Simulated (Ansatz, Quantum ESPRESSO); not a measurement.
## CsLiCr2Te2S3: net moment per atom by level of theory

Space group P1 (No. 1). a = 6.108 Å, b = 6.358 Å, c = 7.995 Å, α = 101.14°, β = 99.87°, γ = 111.27°
| atom | site | symmetry | x | y | z |
| --- | --- | --- | --- | --- | --- |
| Cs | 1a | 1 | 0.0635 | 0.1018 | 0.9939 |
| Li | 1a | 1 | 0.5703 | 0.5814 | 0.5740 |
| Cr | 1a | 1 | 0.0780 | 0.5014 | 0.5799 |
| Cr | 1a | 1 | 0.4316 | 0.0297 | 0.5372 |
| Te | 1a | 1 | 0.5446 | 0.7673 | 0.2820 |
| Te | 1a | 1 | 0.0114 | 0.6593 | 0.2990 |
| S | 1a | 1 | 0.7780 | 0.3713 | 0.7077 |
| S | 1a | 1 | 0.3940 | 0.8251 | 0.7488 |
| S | 1a | 1 | 0.1961 | 0.2301 | 0.4865 |

The cell comes from a database or a generator and needn't be the stable form of this composition.

| rung | level | program and potentials | cutoff (eV) | k mesh | smearing | task | core time | chip | net moment per atom (μB) | notes |
| --- | --- | --- | --- | --- | --- | --- | --- | --- | --- | --- |
| GGA | PBE | Ansatz, SPMS NC | 871 | 5 × 5 × 4 | fermi-dirac 0.05 | single point | 12 min | Arm Neoverse V1 | 0.61 | 10 valence electrons an atom on average |
| GGA | PBEsol | Ansatz, Ansatz PAW | 420 | 5 × 5 × 4 | fermi-dirac 0.05 | band structure | 15 min | Arm Neoverse V1 | 0.60 | potentials made for PBE, which Ansatz adapts in part; 10 valence electrons an atom on average |
| GGA + U (2 eV) | PBE+U (Cr d U = 2 eV) | Quantum ESPRESSO, SSSP 1.3 efficiency PBE | 748 | 3 × 3 × 2 | fermi-dirac 0.05 | single point | 17 min | Intel Xeon Platinum 8259CL Skylake/Cascade Lake | 0.67 | coarse mesh; 7.78 valence electrons an atom on average |
| GGA + U (4 eV) | PBE+U (Cr d U = 4 eV) | Quantum ESPRESSO, SSSP 1.3 efficiency PBE | 748 | 3 × 3 × 2 | fermi-dirac 0.05 | single point | 18 min | Intel Xeon Platinum 8259CL Skylake/Cascade Lake | 0.67 | coarse mesh; 7.78 valence electrons an atom on average |
| GGA + U (6 eV) | PBE+U (Cr d U = 6 eV) | Quantum ESPRESSO, SSSP 1.3 efficiency PBE | 748 | 3 × 3 × 2 | fermi-dirac 0.05 | single point | 21 min | Intel Xeon Platinum 8259CL Skylake/Cascade Lake | 0.67 | coarse mesh; 7.78 valence electrons an atom on average |
| GGA | PBE | Ansatz, JTH PAW | 1230 | 5 × 5 × 4 | fermi-dirac 0.05 | single point | 22 min | Arm Neoverse V1 | 0.60 | 7.78 valence electrons an atom on average |
| GGA | PBE | Ansatz, PseudoDojo standard (PBE files) | 1279 | 5 × 5 × 4 | fermi-dirac 0.05 | single point | 23 min | Arm Neoverse V1 | 0.61 | 10 valence electrons an atom on average |

Times are single runs on shared hosts and different chips, so they are rough; meshes, cutoffs and the tasks' sizes weigh on the time. All rows: collinear spin, ferromagnetic start. Smearing widths are in eV. For a metal such meshes aren't converged. Meshes differ between rows, which moves values too. Meshes are those of the run's cell of 9 atoms unless a note names another. A magnetic state is the one that its parallel start led to; the crystal's real order can differ. Runs on faulty files, with rough fits or with known faults for this quantity aren't shown. No row holds spin-orbit coupling.

By rung: GGA 0.60 to 0.61; GGA + U (2 eV) on coarse meshes 0.67; GGA + U (4 eV) on coarse meshes 0.67; GGA + U (6 eV) on coarse meshes 0.67 (μB).
